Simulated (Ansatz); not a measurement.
According to DFT-PBE in the program Ansatz with PAW potentials, InGaSbAs in the orthorhombic phase (Pmm2; Pearson symbol oP8) relaxes to a = 4.374 Å, b = 4.388 Å, c = 12.426 Å. In on 1a has 4 nearest neighbours from 2.68 Å (tetrahedral); As on 1b has 4 nearest neighbours from 2.68 Å (tetrahedral); In on 1d has 4 nearest neighbours from 2.68 Å (tetrahedral); As on 1c has 4 nearest neighbours from 2.57 Å (tetrahedral). Against the elements it lies at -0.19 eV/atom, with no fitted shifts.

Electronic character: no gap, with almost no states at the Fermi level (zero-gap or semimetallic).

The bulk modulus is 46.2 GPa.

The start of the workflow was typed in or built on a structure type; neither database checked (COD, Materials Project) lists it. Its standing as an ambient phase is unchecked. The PBE relaxation kept the symmetry of its start; whether a distortion lowers the energy is not shown. The references are the lowest solids computed at this level, not always the standard phases. Scalar-relativistic: spin–orbit coupling is off unless named, which matters more the heavier the elements.

Potentials: the earlier of the program's two PAW sets.
